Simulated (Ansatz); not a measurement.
# Equation of state of Os

```cif
data_structure
_symmetry_space_group_name_H-M 'P 1'
_symmetry_Int_Tables_number 1
_cell_length_a 2.7341
_cell_length_b 2.7341
_cell_length_c 4.3197
_cell_angle_alpha 90.000
_cell_angle_beta 90.000
_cell_angle_gamma 120.000
_cell_volume 27.96
loop_
_atom_site_label
_atom_site_type_symbol
_atom_site_fract_x
_atom_site_fract_y
_atom_site_fract_z
_atom_site_occupancy
Os1 Os 0.33333 0.66667 0.25000 1
Os2 Os 0.66667 0.33333 0.75000 1
```

The runs use the primitive cell with vectors (2.734, 0.000, 0.000), (-1.367, 2.368, 0.000), (0.000, 0.000, 4.320) Å, to which the k mesh refers.

The geometry is COD entry 9017843, unchecked; take it as a test cell.

No spin–orbit coupling, which matters for the heavy atoms here.

Methods: DFT, PBEsol, all-electron LAPW, scalar-relativistic (Ansatz 0.2.0); DFT, PBEsol, PAW with Ansatz's default frozen-core files, scalar-relativistic (Ansatz 0.2.0).

For LAPW: a Γ-centred 17×17×10 k mesh, Fermi–Dirac smearing of 0.08 eV, basis error target 1 meV/atom, no spin polarisation. PAW takes a cutoff of 420 eV at this cell (files made with PBE, cores remade for this functional). The Ansatz runs share mesh, smearing and spin set-up. Plane-wave (PAW) pressures include the program's estimate of the Pulay term.

The cell above is scaled evenly, with fractional coordinates and shape held.

```json
{"V/V(cell)": "0.9400", "V (Å³/atom)": "13.143", "P, LAPW (GPa)": "27.31", "P, PAW (GPa)": "27.39"}
{"V/V(cell)": "0.9600", "V (Å³/atom)": "13.423", "P, LAPW (GPa)": "16.14", "P, PAW (GPa)": "16.18"}
{"V/V(cell)": "0.9800", "V (Å³/atom)": "13.703", "P, LAPW (GPa)": "6.17", "P, PAW (GPa)": "6.20"}
{"V/V(cell)": "0.9900", "V (Å³/atom)": "13.843", "P, LAPW (GPa)": "?", "P, PAW (GPa)": "?"}
{"V/V(cell)": "1.0000", "V (Å³/atom)": "13.982", "P, LAPW (GPa)": "-2.70", "P, PAW (GPa)": "-2.70"}
{"V/V(cell)": "1.0100", "V (Å³/atom)": "14.122", "P, LAPW (GPa)": "-6.77", "P, PAW (GPa)": "-6.78"}
{"V/V(cell)": "1.0200", "V (Å³/atom)": "14.262", "P, LAPW (GPa)": "-10.61", "P, PAW (GPa)": "-10.62"}
{"V/V(cell)": "1.0400", "V (Å³/atom)": "14.542", "P, LAPW (GPa)": "-17.64", "P, PAW (GPa)": "-17.67"}
{"V/V(cell)": "1.0600", "V (Å³/atom)": "14.821", "P, LAPW (GPa)": "-23.89", "P, PAW (GPa)": "-23.93"}
```

**Question.** Fill in the row V/V(cell) = 0.9900.

**Answer.** P, LAPW (GPa) = 1.61, P, PAW (GPa) = 1.62.

**Question.** What do Birch–Murnaghan fits to the pressures give?

**Answer.** LAPW: V0 = 13.89 Å³/atom, B0 = 431 GPa, B0′ = 4.8; PAW: V0 = 13.89 Å³/atom, B0 = 432 GPa, B0′ = 4.8.

PAW's V0 lies 0.00 % from the all-electron value and its B0 0.2 %. With shape and internal coordinates held, B0 is an upper bound to the relaxed modulus.
